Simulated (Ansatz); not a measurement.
**Phonons of CrB2**

Level of theory: DFT, PBEsol, scalar-relativistic, collinear spin; plane waves to 420 eV with PAW datasets (Ansatz 0.2.0), Gaussian smearing of 0.15 eV. The datasets are Ansatz's generated set soft_2.

```xyz
3
Lattice="2.9548 0.0000 0.0000 -1.4774 2.5589 0.0000 0.0000 0.0000 2.9300" Properties=species:S:1:pos:R:3 pbc="T T T"
Cr    0.0000    0.0000    0.0000
B     0.0000    1.7059    1.4650
B     1.4774    0.8530    1.4650
```

The chain of runs began from a cell as deposited in COD, expanded in volume.

Moments typed, the run going on from the state of an earlier one (μB, in the order of the atoms): 0.64, 0.0, 0.0.

The spin moment ends at 0.65 μB for each cell as shown.

Force constants come from finite displacements in a 2×2×2 supercell (the unit cell's 14×14×12 k-mesh, folded to it); the long-range dipole term is not included. Points in reciprocal vectors of this cell: Γ = (0.000, 0.000, 0.000), M = (0.500, 0.000, 0.000), K = (0.333, 0.333, 0.000), A = (0.000, 0.000, 0.500), L = (0.500, 0.000, 0.500), H = (0.333, 0.333, 0.500).

Frequencies at the named points (cm⁻¹, imaginary ones negative):
```
point                              ω (cm⁻¹)
    Γ         0 0 0 426 426 448 541 952 952
    M   162 197 251 448 476 481 758 849 933
    K   157 224 224 461 461 561 782 782 950
    A   151 151 237 419 419 454 561 935 935
    L   -129 81 148 477 506 538 772 858 948
    H  -153 120 120 523 523 568 790 790 966
```

Problem. Is the structure dynamically stable along this path, and where does the spectrum end?

Solution. No: a branch is imaginary, down to 153i cm⁻¹ at H. The highest frequency is 966 cm⁻¹, at H. Points that don't fit the supercell are interpolated.

The compound is known in this structure, so the unstable mode may be the calculation's: soft modes are sensitive to the volume, the k-mesh, the supercell and spin–orbit coupling, and real crystals can be held by temperature.

The crystal is a metal or nearly so; low and unstable modes depend on mesh and smearing.

It ran for 8 min on 4 threads of Arm Neoverse V1 (shared host), peak memory 3.1 GiB.

Site moments are of spin, integrated over atomic spheres. Only parallel moments were tried, so the real magnetic order may be another.
